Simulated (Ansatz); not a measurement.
## LaZn: stiffness from a series of strains

```
CELL_PARAMETERS angstrom
3.75000 0.00000 0.00000
0.00000 3.75000 0.00000
0.00000 0.00000 3.75000
ATOMIC_POSITIONS crystal
La 0.50000 0.50000 0.50000
Zn 0.00000 0.00000 0.00000
```

Atoms are numbered in the order listed.

The cell comes from COD entry 9008827, which wasn't checked; take it as a given geometry.

Spin–orbit coupling is left out, though it moves levels of the heavy atoms by tenths of an eV or more.

Method: DFT, LDA, all-electron LAPW, scalar-relativistic in Ansatz 0.2.0.

Sampling and basis: a Γ-centred 9×9×9 k mesh, Fermi–Dirac smearing of 0.05 eV, basis error target 1 meV/atom, no spin polarisation.

The strain is applied along the Cartesian axes of the cell as listed (the other components stay zero). Fractional coordinates are held (clamped ions).

σ is the change of stress from the unstrained cell, which is at -4.02 GPa; tension is positive, so slopes are stress–strain coefficients at that pressure. In a metal the k mesh adds noise.

Only quantities that a quadratic follows smoothly over the whole series are listed; rougher ones are left out.

```tsv
εzz	σzz (GPa)	σxx (GPa)
-0.0200	-1.21	-0.67
0.0000	0.00	0.00
0.0100	0.58	0.31
0.0200	1.15	0.59
```

(1) Fit the series and read off the stiffness at zero strain.

(2) One run, at εzz = -0.0100, is withheld. Predict its row.

## Answers

(1) Least-squares fits y = p0 + p1 x + p2 x² to the rows give σzz (GPa): p1 = 59, p2 = -73; σxx (GPa): p1 = 31.5, p2 = -100. So C11 = 59 GPa and C12 = 32 GPa, which gives B = (C11 + 2 C12)/3 = 41 GPa.

(2) The fits give -0.60, -0.32; the run gave -0.60, -0.32.
